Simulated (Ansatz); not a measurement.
# LaAg: strain and displacement

```
La Ag
1.0
     3.76000    0.00000    0.00000
     0.00000    3.76000    0.00000
     0.00000    0.00000    3.76000
La Ag
1 1
Direct
  0.50000 0.50000 0.50000
  0.00000 0.00000 0.00000
```

Atoms are numbered in the order listed.

The conventional cell has a = 3.760 Å, b = 3.760 Å, c = 3.760 Å, α = 90.00°, β = 90.00°, γ = 90.00°. La (atom 1) is surrounded by 8 Ag at 3.26 Å. Ag (atom 2) has 8 La at 3.26 Å as nearest neighbours.

The cell is COD entry 9008798, as deposited and not checked against the literature; nothing was relaxed.

Spin–orbit coupling is left out, though it moves levels of the heavy atoms by tenths of an eV or more.

All numbers below come from DFT, PBEsol, all-electron LAPW, scalar-relativistic in Ansatz 0.2.0.

The runs use a Γ-centred 9×9×9 k mesh, Fermi–Dirac smearing of 0.08 eV, basis error target 0.25 meV/atom, no spin polarisation.

The unchanged cell is at -0.28 GPa.

In a metal, stresses and small energies carry noise from the k mesh.

x, y and z are the Cartesian axes of the cell as listed; fractional coordinates follow a strain, and an engineering shear is twice the off-diagonal strain component.

(1) With this change (equal xy, yz and zx engineering shear strains of -2 %), what becomes of the energy and stress?

With equal xy, yz and zx engineering shear strains of -1 %: energy change under 1 meV/atom; stress change (xx, yy, zz, yz, xz, xy) 0.01, 0.01, 0.01, 0.25, 0.25, 0.25 GPa, compression positive.

(2) With this change (equal xy, yz and zx engineering shear strains of +1 %), what becomes of the energy and stress?

(3) With this change (equal xy, yz and zx engineering shear strains of +2 %), what becomes of the energy and stress?

Results:

(1) Energy change +3 meV/atom; stress change (xx, yy, zz, yz, xz, xy) 0.05, 0.05, 0.05, 0.51, 0.51, 0.51 GPa, compression positive.

(2) Energy change under 1 meV/atom; stress change (xx, yy, zz, yz, xz, xy) 0.01, 0.01, 0.01, -0.23, -0.23, -0.23 GPa, compression positive.

(3) Energy change +2 meV/atom; stress change (xx, yy, zz, yz, xz, xy) 0.05, 0.05, 0.05, -0.45, -0.45, -0.45 GPa, compression positive.
